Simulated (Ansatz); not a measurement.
Values for one crystal, relaxed and computed with PBE in the plane-wave PAW code Ansatz; other levels are named.

| Quantity | Value |
|---|---|
| Volume per atom | 9.83 Å³ |
| Band gap | 7.54 eV (direct) |
| Hole effective mass | 1.4, 3.7, 3.7 mₑ (principal values) |
| Valence-band maximum | at Γ |
| Bulk modulus (Birch–Murnaghan fit) | 559 kbar |
| Conduction-band minimum | at Γ |
| Electron effective mass | 0.81, 0.89, 0.89 mₑ (principal values) |

Task: Which compound is it?
(A) Li2Se, anti-fluorite
(B) MnF2, rutile
(C) SnS2, P6_3/mmc (Sn on 2c, S on 4f)
(D) LiF, P6_3/mmc (Li on 2d, F on 2c)

Result: D, LiF, P6_3/mmc (Li on 2d, F on 2c)

The start of the workflow was typed in or built on a structure type; neither database checked (COD, Materials Project) lists it. It is not the phase usual at ambient conditions (space group No. 225). The cell was relaxed with PBE under the symmetry of its start; whether a distortion lowers the energy is not shown.

Potentials: the later of the program's two PAW sets.
